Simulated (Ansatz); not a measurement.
Structure: a 12-atom cell of Hf3TiO8 built on monoclinic HfO2 (relaxed group P1), at its r2SCAN minimum. Space group P1 (No. 1), triclinic; conventional cell a = 5.063 Å, b = 5.064 Å, c = 5.317 Å, α = 98.2°, β = 91.0°, γ = 91.7°, 11.23 Å³ an atom. Around Hf lie 7 O at 2.02–2.38 Å; around Hf lie 7 O at 2.02–2.31 Å; around Hf lie 7 O at 2.08–2.19 Å; around Ti lie 6 O at 1.83–2.33 Å; around O lie 3 Hf at 2.08–2.19 Å and 1 Ti at 2.33 Å; around O lie 3 Hf at 2.05–2.13 Å; around O lie 1 Ti at 2.04 Å and 3 Hf at 2.15–2.32 Å; around O lie 1 Ti at 2.00 Å and 3 Hf at 2.14–2.38 Å (further sites aren't listed).

```xyz
12
Lattice="5.0628 0.0740 0.0550 0.0750 5.0617 0.0566 -0.8143 0.0440 5.2537" Properties=species:S:1:pos:R:3 pbc="T T T"
Hf    0.8465    2.3846    3.8085
Hf    3.0908    4.9579    4.2329
Hf    3.4230    2.7925    1.5840
Ti    1.0758    0.2118    1.0476
O     1.5960    3.7824    5.1470
O     2.4859    1.4819    2.9739
O     2.6898    1.2282    0.3124
O     1.9225    4.0322    2.4709
O     0.1127    1.5179    1.8956
O     4.7841    4.1535    0.7913
O     4.2847    3.5800    3.3745
O    -0.3703    0.9552    4.5529
```

4 runs of Ansatz on this cell differ in the functional (and in the settings that go with it). Levels are in eV from each run's valence top; v1 is the last filled band, c1 the first empty one.

Run A, mean stress -0.6 GPa (compression positive):
```
point     v2     v1    c1    c2
    Γ  -0.11   0.00  4.88  5.08
    X  -0.46  -0.33  4.97  5.14
    Y  -0.42  -0.16  5.08  5.20
```

Run B, mean stress 0.0 GPa (compression positive):
```
point     v2     v1    c1    c2
    Γ  -0.11   0.00  3.58  3.82
    X  -0.44  -0.31  3.67  3.87
    Y  -0.41  -0.14  3.75  3.90
```

Run C, mean stress -0.6 GPa (compression positive):
```
point     v2     v1    c1    c2
    Γ  -0.11   0.00  5.65  5.85
    X  -0.45  -0.33  5.74  5.91
    Y  -0.42  -0.16  5.85  5.97
```

Run D, mean stress +5.5 GPa (compression positive):
```
point     v2     v1    c1    c2
    Γ  -0.11   0.00  3.18  3.43
    X  -0.43  -0.31  3.28  3.49
    Y  -0.40  -0.13  3.36  3.51
```

**Question.** Match the runs to PBE, r2SCAN, HSE06, PBE0.

**Answer.** A is HSE06, B is r2SCAN, C is PBE0, D is PBE. In order of the gap: PBE 3.16, r2SCAN 3.55, HSE06 4.82, PBE0 5.58 eV. The stress vanishes for r2SCAN, which relaxed the cell.

Note: simulated data, non-magnetic, for a generated structure that need not be the stable one.

Spin-orbit coupling is left out, which matters wherever the heavy atoms make up the band edges.

The stress of a hybrid is loosely converged in these runs.

The meshes of the hybrids are coarse, so their gaps aren't converged to the digits shown.
